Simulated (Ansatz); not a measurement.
Input:

AgW:
```cif
data_Ag2W2
_chemical_formula_sum 'W2 Ag2'
_space_group_name_H-M_alt 'Pmma'
_space_group_IT_number 51
_space_group_name_Hall '-P 2a 2a'
_cell_length_a 4.58741
_cell_length_b 2.70152
_cell_length_c 5.15073
_cell_angle_alpha 90.000
_cell_angle_beta 90.000
_cell_angle_gamma 90.000
loop_
_space_group_symop_operation_xyz
  'x, y, z'
  '-x, -y, -z'
  '-x+1/2, -y, z'
  'x+1/2, y, -z'
  'x+1/2, -y, -z'
  '-x+1/2, y, z'
  '-x, y, -z'
  'x, -y, z'
loop_
_atom_site_label
_atom_site_type_symbol
_atom_site_symmetry_multiplicity
_atom_site_Wyckoff_symbol
_atom_site_fract_x
_atom_site_fract_y
_atom_site_fract_z
_atom_site_occupancy
W1 W 2 e 0.75000 0.00000 0.13402 1
Ag1 Ag 2 f 0.25000 0.50000 0.36152 1
```

This is the PBEsol-relaxed structure.

### Question
All from PBEsol (plane waves, PAW; program Ansatz), unless another level is named. Give the bulk modulus (Birch–Murnaghan fit).

### Answer
2060 kbar.

### Question
Give the highest zone-centre frequency.

### Answer
211 cm^-1.

The start of the workflow was typed in or built on a structure type; neither database checked (COD, Materials Project) lists it. Whether it is the stable phase at ambient conditions was not checked. The cell was relaxed with PBEsol under the symmetry of its start. At this level the phase is dynamically unstable (imaginary phonons). The run is not spin-polarised. Its formation energy is positive at this level, so the cell may be metastable or incomplete. As this level gives no gap, phonon frequencies hold no LO–TO term and depend on the k-mesh and smearing (Fermi–Dirac, 0.1 eV here). Spin–orbit coupling is left out wherever it is not named.

Potentials: the later of the program's two PAW sets.
